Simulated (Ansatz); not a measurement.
BaAg$_{2}$As$_{2}$ from LDA upwards

The starting cell is an entry of the Crystallography Open Database, a measured cell (2012, 295 K):

```yaml
crystal:
  lattice:
    - [-2.30125, 2.30125, 5.43360]
    - [2.30125, -2.30125, 5.43360]
    - [2.30125, 2.30125, -5.43360]
  atoms:
    - { symbol: Ba, position: [0.00000, 0.00000, 0.00000] }
    - { symbol: Ag, position: [0.75000, 0.25000, 0.50000] }
    - { symbol: Ag, position: [0.25000, 0.75000, 0.50000] }
    - { symbol: As, position: [0.38420, 0.38420, 0.00000] }
    - { symbol: As, position: [0.61580, 0.61580, 0.00000] }
```

Atoms and cell were relaxed at zero pressure with plane-wave PAW DFT (Ansatz 0.2.0; one set of PAW datasets, made under PBE, for all functionals; 420 eV, r2SCAN 500 eV; 8×8×8 Γ-centred mesh, fermi-dirac occupations of width 0.100 eV; no spin polarisation, no spin-orbit coupling, no dispersion correction), keeping the symmetry (I4/mmm, No. 139).

Task: Which functional gives the smallest cell, and how wide is the spread?

Result: The relaxed conventional cells:

```csv
functional,a (Å),c (Å),volume (Å³/atom),formation energy (eV/atom)
LDA,4.428,11.117,21.80,-0.523
PBEsol,4.476,11.246,22.53,-0.515
PBE,4.575,11.454,23.97,-0.505
r2SCAN,4.570,11.266,23.53,-0.578
the entry,4.603,10.867,23.02,–
```

LDA gives the smallest volume and PBE the largest, 10.0 % more, the usual order, since LDA overbinds and PBE's gradient terms loosen the lattice. Against the entry's volume: LDA -5.3 %, PBEsol -2.1 %, PBE +4.1 %, r2SCAN +2.2 %; PBEsol and r2SCAN come about as near. The formation energies span 0.07 eV an atom, lowest under r2SCAN.

Caveats: each relaxation keeps the start's symmetry, so a distorted cell may lie lower; computed cells are at 0 K with fixed nuclei, while the entry holds thermal expansion, often some tenths of a per cent in volume and more in soft crystals; formation energies are at zero smearing against the elements' usual phases under the same functional, gases as free molecules, uncorrected.
